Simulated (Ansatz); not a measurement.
Input and command of a calculation in Ansatz (plane waves; scalar-relativistic PAW potentials unless the input names others):

```yaml
crystal:
  lattice:
    - [3.1848679535, 0.0, 0.0]
    - [-1.5924339768, 2.7581765554, 0.0]
    - [0.0, 0.0, 14.7090658263]
  atoms:
    - { symbol: Mo, position: [0.6666666667, 0.3333333333, 0.2500768651] }
    - { symbol: Mo, position: [0.3333333333, 0.6666666667, 0.7499231349] }
    - { symbol: S, position: [0.3333333333, 0.6666666667, 0.3563112041] }
    - { symbol: S, position: [0.6666666667, 0.3333333333, 0.8561577146] }
    - { symbol: S, position: [0.3333333333, 0.6666666667, 0.1438422854] }
    - { symbol: S, position: [0.6666666667, 0.3333333333, 0.6436887959] }
basis:
  ecutwfc: 420
kpoints:
  mp_grid: { grid: [12, 12, 4] }
hamiltonian:
  xc: pbe
scf:
  occupations: { method: fermi_dirac, width: 0.3 }
  n_extra_bands: 0
  max_iter: 75
output:
  forces: true
  eigenvalues: true
  stress: true
```

```bash
ansatz run input.yaml --threads 1 --pin off --max-ram 2560MiB --backend cpu --events-out ev --progress --plain --runs-dir out
```

Question: Will this input run?

Answer: The program refuses it, because of too few bands (scf.n_extra_bands: not typed → 0). Also changed, but not at fault: scf.occupations: {"method": "gaussian", "width": 0.02} → {"method": "fermi_dirac", "width": 0.3}. With the sound run's settings it is accepted.

Abridged log:
```
Error: inconsistent input (scf.n_extra_bands, scf.occupations.method): n_bands = 26 leaves no empty band above the 26 bands per channel that the deck's 52 electrons occupy, and the occupations search for the Fermi level (a smearing at a finite width, or tetrahedra): a level found among occupied bands alone can fill a metal as an insulator; raise scf.n_extra_bands until at least 27 bands are solved (omitted, it auto-derives to 36) (see scf.n_extra_bands in the input reference)
```